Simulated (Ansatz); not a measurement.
Ti$_{2}$O:
```xyz
3
Lattice="2.9522 0.0000 0.0000 -1.4761 2.5567 0.0000 0.0000 0.0000 4.8110" Properties=species:S:1:pos:R:3 pbc="T T T"
Ti     0.0000     1.7045     3.5178
Ti     1.4761     0.8522     1.2932
O      0.0000     0.0000     0.0000
```

Relaxed with r²SCAN. Special points in fractions of this cell's reciprocal vectors: Γ (0.000, 0.000, 0.000); M (0.500, 0.000, 0.000); K (0.333, 0.333, 0.000); A (0.000, 0.000, 0.500); L (0.500, 0.000, 0.500); H (0.333, 0.333, 0.500).

Task: List the band energies nearest the Fermi level at these points for r²SCAN (plane waves, PAW; program Ansatz).

Result: In eV from the Fermi level; about four levels below and three above (degenerate sets whole), none deeper than 8.9 eV; points with the same levels are listed once.

| k | below | above |
|---|---|---|
| Γ | -6.41 -6.41 -4.15 -0.36 | 0.20 0.57 0.57 |
| M | -6.87 -2.72 -1.55 -0.74 | 1.14 1.82 2.90 |
| K | -7.24 -1.94 -1.40 -1.40 | 1.59 1.59 2.24 |
| A | -6.48 -6.48 -2.22 -1.91 | 0.18 0.18 1.18 |
| L | -1.77 -1.51 -0.61 -0.53 | 1.04 2.84 3.01 3.02 |
| H | -7.32 -1.53 -1.00 -1.00 | 1.25 1.25 1.50 |

Space group P-3m1 (anti-CdI2 type). The workflow started from a Materials Project entry (that database holds measured and hypothetical structures alike); the Crystallography Open Database files this formula in space group No. 164, but the cells were not matched. Whether it is the stable phase at ambient conditions was not checked. The r²SCAN relaxation kept the symmetry of its start; whether a distortion lowers the energy is not shown. No spin polarisation was allowed. Without spin polarisation and U, an open-shell compound can come out a false metal.

Potentials: the later of the program's two PAW sets.
